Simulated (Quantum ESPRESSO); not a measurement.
# Where does F sit best among O sites?

The results below are calculated, not measured. They come from pw.x of Quantum ESPRESSO 7.5, a plane-wave density functional program, with PseudoDojo standard norm-conserving files (v0.5 for PBE, v0.4.1 for LDA and PBEsol). The cells are made up: elements, strain and atom displacements were drawn at random, and nothing was relaxed. There is no spin polarisation, spin-orbit coupling or dispersion term.

The cell has 9 sites of a quartz lattice. Sites 1 to 3 hold Si Si Si; sites 4 to 9 hold X X X N F X. Cell vectors in Å: (5.150, 0.023, -0.026); (-2.555, 4.461, -0.004); (-0.028, -0.021, 5.708). Settings: PBE, cutoff 1143 eV, 7 x 7 x 6 k mesh shifted by half a step, Fermi-Dirac smearing of 0.1 eV.

In each run one of the sites marked X holds F and the others hold O; cell and positions stay the same. E is the free energy of the cell.

```
site of the guest,first shell,mean distance (Å),E above the lowest (eV),P (GPa),force on the guest (eV/Å)
4,Si2,1.754,0.000,1.12,1.338
5,Si2,1.718,0.438,0.78,0.926
6,Si2,1.734,0.067,0.78,1.101
9,Si2,1.692,0.618,1.17,2.105
```

A rerun of one of these cells at 1437 eV and k mesh 9 x 9 x 8 moved values by no more than 0.003 eV in the cell's energy, 0.02 GPa in stress and 0.002 eV/Å in force.

## Reading the table

Site 4 is lowest, by 0.067 eV, over three times the rerun's bound. A straight line of energy against the mean distance has a slope of -10.8 ± 2.3 eV/Å, so the guest costs less on the roomier sites. The positions are random and not relaxed, so the differences hold for this frozen cell and are not site preferences of a real crystal.